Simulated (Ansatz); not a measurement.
A trial cell of Ti was relaxed with PBE (plane waves to 420 eV, PAW, scalar-relativistic; Ansatz, a program for electronic structure).

Before: Cmcm (No. 63), oS4; a = 2.7025 Å, b = 5.5762 Å, c = 4.6856 Å, α = β = γ = 90.00°.

After relaxation:

Simulated powder pattern, Cu Kα, λ = 1.54184 Å (kinematic, ideal powder, no thermal factors, no anomalous dispersion; the 24 strongest lines at most, above 1 %, up to 2θ = 90°):

```tsv
2θ (°)	I/Imax (%)
35.26	25
38.73	25
40.40	100
53.37	14
63.29	15
71.23	15
74.57	2.2
76.73	16
77.82	12
83.08	2.2
87.36	2.9
```

Identify the relaxed structure from its pattern: crystal system, space group and cell.

Hexagonal, P6₃/mmc (No. 194), hP2, hcp (Mg type); a = b = 2.9388 Å, c = 4.6500 Å, α = β = 90.00°, γ = 120.00°. Sites: Ti 2c (0.333, 0.667, 0.250).

Index the strongest lines.

35.26° (1 0 -1 0), 38.73° (0002), 40.40° (1 0 -1 1), 71.23° (1 0 -1 3), 76.73° (1 1 -2 2).

No spin polarisation in the result.

The run could not lose the symmetry of its start; a randomly shaken copy of 4 atoms returns to this structure.
